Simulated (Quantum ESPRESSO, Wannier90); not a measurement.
# PbS (Cmcm), plane waves to Wannier functions

Cell from Materials Project (mp-1018115), symmetrised, no further relaxation. Not found in the COD (Crystallography Open Database) copy used, which has the formula in other groups; not checked further. Computed values, not measurements, from PBEsol: Quantum ESPRESSO (norm-conserving PseudoDojo potentials, cutoff 45 Ry, spinors with spin-orbit coupling) on a Γ-centred 6×6×6 mesh, then Wannier90. Density: 8×8×8 mesh, Gaussian smearing 0.01 Ry.

```
begin unit_cell_cart
ang
    4.1599100000    0.0000000000    0.0000000000
    0.0000000000    0.0000000000   -4.2793200000
   -2.0799550000    5.9912950000    0.0000000000
end unit_cell_cart
mp_grid = 6 6 6
```

Neighbour vectors b of the finite-difference formula (Å⁻¹), by shell:

```json
[
 {"shell": "1", "b_x": "0.00000", "b_y": "0.17479", "b_z": "0.00000"},
 {"shell": "1", "b_x": "0.00000", "b_y": "-0.17479", "b_z": "0.00000"},
 {"shell": "2", "b_x": "0.00000", "b_y": "0.00000", "b_z": "-0.24471"},
 {"shell": "2", "b_x": "0.00000", "b_y": "0.00000", "b_z": "0.24471"},
 {"shell": "3", "b_x": "0.25174", "b_y": "0.08739", "b_z": "0.00000"},
 {"shell": "3", "b_x": "0.25174", "b_y": "-0.08739", "b_z": "0.00000"},
 {"shell": "3", "b_x": "-0.25174", "b_y": "-0.08739", "b_z": "0.00000"},
 {"shell": "3", "b_x": "-0.25174", "b_y": "0.08739", "b_z": "0.00000"}
]
```

**Question.** Find the weights w_b from the completeness condition Σ_b w_b b_α b_β = δ_αβ.

**Answer.** Shell 1: Σ b_x² = 0.000, Σ b_y² = 0.061, Σ b_z² = 0.000 Å⁻²
Shell 2: Σ b_x² = 0.000, Σ b_y² = 0.000, Σ b_z² = 0.120 Å⁻²
Shell 3: Σ b_x² = 0.253, Σ b_y² = 0.031, Σ b_z² = 0.000 Å⁻²
Each of the three diagonal sums, weighted, has to give 1 and the off-diagonal ones 0, which holds for w_1 = 14.4 Å², w_2 = 8.35 Å², w_3 = 3.94 Å². Check on xx: 14.39×0.000 + 8.35×0.000 + 3.94×0.253 = 1.00.

On this mesh the 12 functions of bands 29-40 (bands 29-40; start: atomic waves S 3p, conv_tol = 1.0e-6) end with spreads 4.4477, 4.8346, 4.8346, 4.4477, 4.7354, 4.7354, 4.4477, 4.8346, 4.8346, 4.4477, 4.7354, 4.7354 Å², Ω_I = 53.8426 Å² and Ω_D = 0.0685 Å².

Ω_total is the sum of the spreads, 56.071 Å². Ω_OD = Ω_total − Ω_I − Ω_D = 2.160 Å². Only (Ω_D + Ω_OD)/Ω_total = 4.0 % depends on the gauge, and another start could lower the total by that share at most. The rms radius is √(Ω_total/12) = 2.16 Å.
